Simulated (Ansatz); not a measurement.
The relaxed structure here is a generated cell of Sb: the first start was made by a random draw of sites in a space group, and the end was not matched to a known phase here, so it may be hypothetical. Known forms of Sb include space group No. 166.

A relaxed structure of Sb. Level of theory: PBE (plane waves to 420 eV, PAW, scalar-relativistic; Ansatz, a first-principles code).

```cif
data_Sb
_chemical_formula_sum 'Sb1'
_space_group_name_H-M_alt 'P 1'
_space_group_IT_number 1
_cell_length_a 3.28326
_cell_length_b 3.28326
_cell_length_c 3.12205
_cell_angle_alpha 90.000
_cell_angle_beta 90.000
_cell_angle_gamma 120.000
loop_
_space_group_symop_operation_xyz
  'x, y, z'
loop_
_atom_site_label
_atom_site_type_symbol
_atom_site_fract_x
_atom_site_fract_y
_atom_site_fract_z
_atom_site_occupancy
Sb1 Sb 0.00000 0.00000 0.50000 1
```

Problem. Find the space group and the Wyckoff positions (tolerance 0.01 Å).

Solution. Space group P6/mmm (No. 191); a = 3.2833 Å, b = 3.2833 Å, c = 3.1221 Å, α = 90.00°, β = 90.00°, γ = 120.00°

```csv
atom,site,symmetry,x,y,z
Sb,1b,6/mmm,0.0000,0.0000,0.5000
```

This is the AFLOW prototype A_hP1_191_a (A_f, as in Sn).

Problem. Give the shortest distances between elements (the closest pairs, up to four, under 3.6 Å).

Solution. Sb–Sb 3.12 Å.

```yaml
volume_per_atom: 29.15 Å³
band_gap: zero (metallic)
```

No spin polarisation in the result. The relaxed primitive cell holds an odd number of electrons. A magnetic state may lie lower.

The run could not lose the symmetry of its start: the end is stationary, and may be a saddle point rather than a minimum.
